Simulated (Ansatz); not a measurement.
WSe$_{2}$:
Space group P6₃/mmc (No. 194); a = 3.3026 Å, b = 3.3026 Å, c = 13.2258 Å, α = 90.00°, β = 90.00°, γ = 120.00°

| atom | site | symmetry | x | y | z |
|---|---|---|---|---|---|
| W | 2c | -6m2 | 0.3333 | 0.6667 | 0.2500 |
| Se | 4f | 3m. | 0.6667 | 0.3333 | 0.1242 |

Relaxed with r²SCAN+D4.

Question: Tabulate the valence density and the electron localisation function along the shortest W–W contact (3.30 Å), DFT-r²SCAN+D4 in the program Ansatz with PAW potentials.

Answer: 

```
distance from W (Å)  density (e/Å³)   ELF
-------------------  --------------  ----
0.33                           5.31  0.43
0.50                           4.85  0.70
0.66                           3.14  0.71
0.83                           1.53  0.52
0.99                           0.66  0.27
1.16                           0.36  0.19
1.32                           0.27  0.24
1.49                           0.23  0.32
1.65                           0.22  0.36
1.82                           0.23  0.32
1.98                           0.27  0.24
2.15                           0.36  0.19
2.31                           0.66  0.27
2.48                           1.53  0.52
2.64                           3.14  0.71
2.81                           4.85  0.70
2.97                           5.31  0.43
```

The density is the valence pseudo-density with augmentation charge, so density and ELF within about 1 Å of a nucleus are not all-electron values.

Space group P6_3/mmc. The cell was relaxed with r²SCAN+D4 under the symmetry of its start; phonons on a q-mesh show no instability. No spin polarisation was allowed. Scalar-relativistic: spin–orbit coupling is off unless named, which matters more the heavier the elements.

Potentials: the later of the program's two PAW sets.
